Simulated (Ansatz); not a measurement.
CuF₃ (ReO3-type structure)

Computed with Ansatz (plane waves, PAW, 420 eV cutoff): PBE, scalar-relativistic, collinear spin, Γ-centred 10×10×5 mesh, 0.05 eV Gaussian smearing; PAW files: Ansatz's generated set soft_2.

```xyz
8
Lattice="3.7898 0.0000 3.7898 0.0000 3.7898 3.7898 0.0000 0.0000 7.5795" Properties=species:S:1:pos:R:3 pbc="T T T"
Cu    0.0000    0.0000    0.0000
F     1.8949    0.0000    7.5795
F     0.0000    0.0000    1.8949
F     0.0000    1.8949    7.5795
Cu    0.0000    0.0000    3.7898
F     1.8949    0.0000    3.7898
F     0.0000    0.0000    5.6847
F     0.0000    1.8949    3.7898
```

The cell came from substitution into a structure type; no database entry of this phase was matched, which doesn't show that none exists. The ideal cubic cell shuts out tilts of the octahedra, which such structures often take.

Magnetic state: antiferromagnetic, site spin moments Cu 0.71, -0.71 μB.

The cell above was scaled in volume, and the atoms were relaxed at each volume within its symmetry. Energies are counted from the cell above.

Cell and atoms are those of this level's equilibrium.

```tsv
V (Å³/atom)	ΔE (meV/atom)	P from the stress (GPa)
12.859	13.58	6.15
13.063	6.95	4.27
13.335	1.69	2.01
13.608	0.00	0.00
13.880	1.56	-1.78
14.152	5.94	-3.36
14.560	17.19	-5.40
14.968	33.20	-7.10
```

Task: Do the energies and the pressures agree? Compare −ΔE/ΔV between neighbouring points (1 meV/Å³ = 0.1602 GPa) with the mean of their pressures.

Result: 
```
interval (Å³/atom)  −ΔE/ΔV (GPa)  mean P (GPa)
    12.86 to 13.06           5.2           5.2
    13.06 to 13.34           3.1           3.1
    13.34 to 13.61           1.0           1.0
    13.61 to 13.88          -0.9          -0.9
    13.88 to 14.15          -2.6          -2.6
    14.15 to 14.56          -4.4          -4.4
    14.56 to 14.97          -6.3          -6.3
```
They differ by 0.04 GPa at most.

Task: What do the two routes give for V0, B0 and B0′?

Result: A third-order Birch–Murnaghan fit of the energies: V0 = 13.61 Å³/atom, B0 = 94 GPa, B0′ = 4.9. A polynomial of P in ln V, with B = −dP/d ln V at P = 0: V0 = 13.61 Å³/atom, B0 = 95 GPa, B0′ = 5.0.

B0·V0 = 94.4 GPa × 13.61 Å³ = 8.02 eV/atom sets the scale: near the minimum ΔE ≈ ½ B0 V0 x², with x = V/V0 − 1, and a pressure of 0.9 GPa squeezes the volume by about 1 %. At the ends of the curve: x = −5.5 % predicts 12.1 meV/atom and the run gives 13.6; x = +10.0 % predicts 40.1 meV/atom and the run gives 33.2. The curve is steeper than the parabola on the compressed side and flatter on the expanded side: the bulk modulus rises with pressure.

The run wasn't fully tested for a lower electronic state. Site moments are of spin, integrated over atomic spheres.
